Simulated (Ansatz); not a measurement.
MgZnO2:
```
CELL_PARAMETERS angstrom
      1.50290     0.86770     4.86959
     -1.50290     0.86770     4.86959
      0.00000    -1.73540     4.86959
ATOMIC_POSITIONS crystal
  Mg 0.00000 0.00000 0.00000
  Zn 0.50000 0.50000 0.50000
  O  0.25208 0.25208 0.25208
  O  0.74792 0.74792 0.74792
```

Relaxed with PBEsol. Independent-particle spectrum: no excitons, no local fields, no scissors shift; 0.1 eV broadening; ε₁ of the summed bands alone.

Task: Tabulate the dielectric function from DFT-PBEsol in the program Ansatz with PAW potentials.

Result: 

```tsv
E (eV)	ε₁ xx	ε₂ xx	ε₁ zz	ε₂ zz
0.0	4.01	0.00	4.04	0.00
0.5	4.03	0.00	4.05	0.00
1.0	4.07	0.00	4.09	0.00
1.5	4.14	0.00	4.17	0.00
2.0	4.26	0.00	4.30	0.00
2.5	4.45	0.00	4.50	0.00
3.0	4.83	0.03	4.96	0.07
3.5	5.33	0.72	5.32	0.87
4.0	5.08	1.19	5.07	1.31
4.5	4.93	1.44	4.90	1.56
5.0	4.86	1.59	4.81	1.78
5.5	5.02	1.75	4.77	2.02
6.0	5.33	2.56	4.76	2.45
6.5	4.64	3.12	4.17	2.67
7.0	4.10	3.37	4.14	2.64
7.5	3.84	3.32	4.50	2.73
8.0	3.93	3.79	4.62	4.78
8.5	3.23	4.37	2.55	4.49
9.0	1.98	4.17	2.35	3.76
9.5	1.55	3.73	1.65	3.58
10.0	1.63	2.85	1.71	2.47
10.5	1.85	2.34	2.76	2.94
11.0	2.51	2.55	2.33	3.66
11.5	2.83	2.68	2.02	3.07
12.0	4.67	3.31	3.83	3.34
```

Task: From ε at 3.2 eV (xx: 5.08 + 0.12i), find n, k, the normal reflectivity and the absorption coefficient.

Result: n = 2.25, k = 0.027, R = 15 %, α = 2kE/ħc = 8800 cm⁻¹.

With all bands, ε∞ without local fields is 4.22 (xx = yy), 4.24 (zz). DFPT, with local fields, gives 4.13 (xx = yy), 4.05 (zz).

Space group R-3m. The first step of the workflow began from a Materials Project structure, measured or hypothetical; the Crystallography Open Database copy checked does not list it. With Mg and Zn taken as one species the cell has the higher symmetry Fm-3m, so it may be an ordered model of a mixed-site phase. Whether it is the stable phase at ambient conditions was not checked. Symmetry was held in the PBEsol relaxation; of distortions, only those at the zone centre were tested.

Potentials: the later of the program's two PAW sets.
